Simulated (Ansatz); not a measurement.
Zone-centre phonons of ZnPt at 2 GPa: input and output

The calculation used DFT LDA, scalar-relativistic, plane waves, PAW in Ansatz 0.2.0.

Launched with:
```bash
ansatz run input.yaml --threads 1 --pin off --max-ram 3072MiB --backend cpu --events-out ev --progress --plain --runs-dir out
```

Input (bare energies are in eV):
```yaml
crystal:
  lattice:
    - [2.8032085273, 0.0, 0.0]
    - [0.0, 2.8032085273, 0.0]
    - [0.0, 0.0, 3.4297228157]
  atoms:
    - { symbol: Zn, position: [0.5, 0.5, 0.5] }
    - { symbol: Pt, position: [0.0, 0.0, 0.0] }
basis:
  ecutwfc: 420
kpoints:
  mp_grid: { grid: [16, 16, 12] }
hamiltonian:
  xc: lda
scf:
  occupations: { method: fermi_dirac, width: 0.15 }
output:
  eigenvalues: true
phonons:
  method: dfpt
  eigenvectors: true
```

Results section of the output:
```
--- Phonons (Γ-DFPT): 4 representative perturbations + reference, on 567 of 3072 k-points (Σ response iterations 12) ---
  k mesh reduced under 8 symmetry operations, with k and −k counted as one. Each operation leaves every solved displacement unchanged or reverses it
  ASR residual: 7.084e-4 → 0.000e0 eV/Å²; symmetrization residual: 1.289e-5 eV/Å²
  ASR residual per site (eV/Å²): 5.58e-5 7.08e-4
  Γ frequencies (cm⁻¹): 0.00 0.00 0.00 167.25 167.25 216.68
  non-analytic LO–TO correction: not included (Born effective charges unavailable; polar crystals: no LO–TO splitting at Γ)
```

Time: 110 s on 1 thread of Arm Neoverse V1 (shared host), peak memory 1.1 GiB.

In a metal, frequencies and elastic constants depend on the k mesh and the smearing, soft modes and shear constants most. Spin–orbit coupling is left out, which can shift energies with elements as heavy as these.